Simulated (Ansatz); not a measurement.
# LuZn, first-principles data

LuZn:
```
LuZn
1.0
    3.43045     0.00000     0.00000
    0.00000     3.43045     0.00000
    0.00000     0.00000     3.43045
Lu Zn
1 1
Direct
  0.00000   0.00000   0.00000
  0.50000   0.50000   0.50000
```

Space group Pm-3m (No. 221), CsCl type; conventional cell a = b = c = 3.430 Å, α = β = γ = 90.00°.

Method: the program Ansatz at the PBEsol level (PAW). The cell and atoms are relaxed at this level. Other levels are named where they apply.

### Cell and energy

```
Item                                                           Value
-----------------------------------------------------  -------------
Volume per atom                                             20.18 Å³
Density                                                   9.89 g/cm³
Formation energy from the elements (no fitted shifts)  -0.34 eV/atom
```

### Electronic structure

```
Quantity                                                                    Result
------------------------------------  --------------------------------------------
Electronic character                                             metallic (no gap)
Density of states at the Fermi level  0.87 states/eV per atom (mean over ±0.08 eV)
Gap with spin–orbit coupling                                       none (metallic)
```

### Mechanics

```
Property                                                                       Value
--------------------------------------------  --------------------------------------
Bulk modulus (Birch–Murnaghan fit)                                          74.7 GPa
Pressure derivative B′                                                           4.1
Elastic constants (relaxed ions, GPa)              C11 = 108, C12 = 58.1, C44 = 58.8
Mechanical stability                          stable (all eigenvalues of C positive)
Hill bulk and shear moduli                                         74.8 and 41.7 GPa
Young's modulus                                                              105 GPa
Poisson's ratio                                                                 0.26
Debye temperature from the elastic constants                                   250 K
```

### Phonons

```
Item                                           Result
-----------------------------  ----------------------
Highest zone-centre frequency                143 cm⁻¹
Zone-centre stability          no imaginary mode at Γ
```

The workflow started from an entry of the Crystallography Open Database (COD). Its standing as an ambient phase is unchecked. Symmetry was held in the PBEsol relaxation. As this level gives no gap, shear constants depend on the k-mesh and smearing (Fermi–Dirac, 0.1 eV here). As this level gives no gap, phonon frequencies hold no LO–TO term and depend on the k-mesh and smearing (Fermi–Dirac, 0.1 eV here). The references are the lowest solids computed at this level, not always the standard phases. Spin–orbit coupling is left out wherever it is not named.

Potentials: the later of the program's two PAW sets.
